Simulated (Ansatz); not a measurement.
C (diamond)

```xyz
2
Lattice="0.0000 1.7858 1.7858 1.7858 0.0000 1.7858 1.7858 1.7858 0.0000" Properties=species:S:1:pos:R:3 pbc="T T T"
C      1.7858     1.7858     1.7858
C      2.6787     2.6787     2.6787
```

The slice is a {110} plane (indices of the conventional cell) through the point (0.750, 0.750, 0.750) (fractional), spanned by u = [100] and v = [1 -1 -1] in vectors of this cell: u (2.53 Å) and v (3.57 Å, at 90° to u). It covers one period; positions are fractions (u, v).

The numbers are results of PBE (plane waves to 420 eV, PAW, scalar-relativistic; Ansatz, a quantum-chemistry and plane-wave program), not measurements. k mesh 16×16×16. Inside the PAW spheres the values are not all-electron values, and peaks at nuclei hang on which shells count as valence. C was relaxed with its symmetry unable to fall.

Problem. What is the valence density on the shortest C–C line in this plane (1.55 Å), at its midpoint?

Solution. 1.62 e/Å³.

Problem. The ELF has a maximum in the middle third of the C–C line. Where, and how high?

Solution. 0.95, 0.8 Å from C.

Problem. Predict the map of the electrostatic potential energy of an electron, from the cell's mean on the slice.

Solution. 
```
|xxxxxxxxxxxx000033556666666655330000xxxxxxxxxx|
|xxxxxxxxxxxx000044667788887766441100xxxxxxxxxx|
|xxxxxxxxxx0000225577888888887755220000xxxxxxxx|
|xxxxxxxx00000044668888999988886644000000xxxxxx|
|xxxxxx000000335577889999999988776633000000xxxx|
|0000000011335577889999999999998877553311000000|
|0000113344667788999999999999999988776644331100|
|4444555566778899999999999999999999887766555544|
|6666777788889999999999999999999999998888777766|
|8888888888999999999999999999999999999988888888|
|8888999999999999999999999999999999999999999988|
|9999999999999999999999999999999999999999999999|
|9999999999999999999988888888999999999999999999|
|9999999999999999888888888888888899999999999999|
|9999999999998888777777666677777788889999999999|
|9999999999888877665544444444556677888899999999|
|9999999988776655332211000011223355667788999999|
|9999998877664422000000000000000022446677889999|
|99999988664422000000xxxxxxxx000000224466889999|
|9999887755220000xxxxxxxxxxxxxxxx00002255778899|
|88888866440000xxxxxxxxxxxxxxxxxxxx000044668888|
|88777755330000xxxxxxxxxxxxxxxxxxxx000033557777|
|66666644110000xxxxxxxxxxxxxxxxxxxx000022446666|
|44444433000000xxxxxxxxxxxxxxxxxxxx000000334444|
|00000000000000xxxxxxxxxxxxxxxxxxxx000000000000|
|00000000000000xxxxxxxxxxxxxxxxxxxx000000000000|
|xxxxxx00000000xxxxxxxxxxxxxxxxxxxx00000000xxxx|
|xxxxxxxx00000000xxxxxxxxxxxxxxxx00000000xxxxxx|
|xxxxxxxxxx0000000000xxxxxxxx0000000000xxxxxxxx|
|xxxxxxxxxxxx000000000000000000000000xxxxxxxxxx|
|xxxxxxxxxxxx000000000000000000000000xxxxxxxxxx|
|xxxxxxxxxxxx000022334444444433220000xxxxxxxxxx|
```
Scale: ten equal steps from 4.00 (start of '0') to 12.33 (end of '9'), in the order '0123456789'. Values: electrostatic potential energy of an electron, from the cell's mean, in eV. The map has 23 points along u (two characters each, u = 0 at the left) and 32 along v (v = 0 in the bottom row). Points within 0.6 Å of a nucleus are blanked (x), as the pseudised field means little there. Values under 4 eV are set to 4. The zero, the cell's mean, hangs on the PAW cores.
